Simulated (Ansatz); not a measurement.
This cell of Ag (fcc, Cu type) is off equilibrium:

```
Ag
1.0
    4.05439     0.00000     0.00000
    0.00000     4.05439     0.00000
    0.00000     0.00000     4.05439
Ag
4
Direct
  0.95101   0.95101   0.95101
  0.50000   0.50000   0.00000
  0.50000   0.00000   0.50000
  0.00000   0.50000   0.50000
```

Level of theory: PBEsol (plane waves to 420 eV, PAW, scalar-relativistic; Ansatz, a program for electronic structure). k mesh 9×9×9 (Γ-centred), Fermi-Dirac smearing 0.05 eV. Energies are smeared free energies. Compression counts positive. With partly filled bands, energies and forces of such displacements shift with the k mesh and the smearing. On this mesh the relaxed cell isn't quite at rest: it carries a pressure of -0.2 GPa (compression positive) at the zero of the scan. Ag was relaxed with its symmetry unable to fall.

**Question.** What forces act on the atoms (eV/Å, Cartesian)?

**Answer.** 
| atom | Fx | Fy | Fz |
|---|---|---|---|
| Ag1 | 1.435 | 1.435 | 1.435 |
| Ag2 | -0.774 | -0.774 | 0.114 |
| Ag3 | -0.774 | 0.114 | -0.774 |
| Ag4 | 0.114 | -0.774 | -0.774 |

**Question.** Give the stress tensor in GPa and the pressure.

**Answer.** 
```
    3.7      1.3      1.3
    1.3      3.7      1.3
    1.3      1.3      3.7
```
The pressure, a third of the trace, is 3.7 GPa.

**Question.** In it atom 1 sits (-0.199, -0.199, -0.199) Å away from its relaxed site. What is its energy relative to the relaxed cell?

**Answer.** 385 meV/cell.

(For displaced atoms, the force is minus the slope of the energy, and its curvature is a force constant, which sets phonon frequencies.)
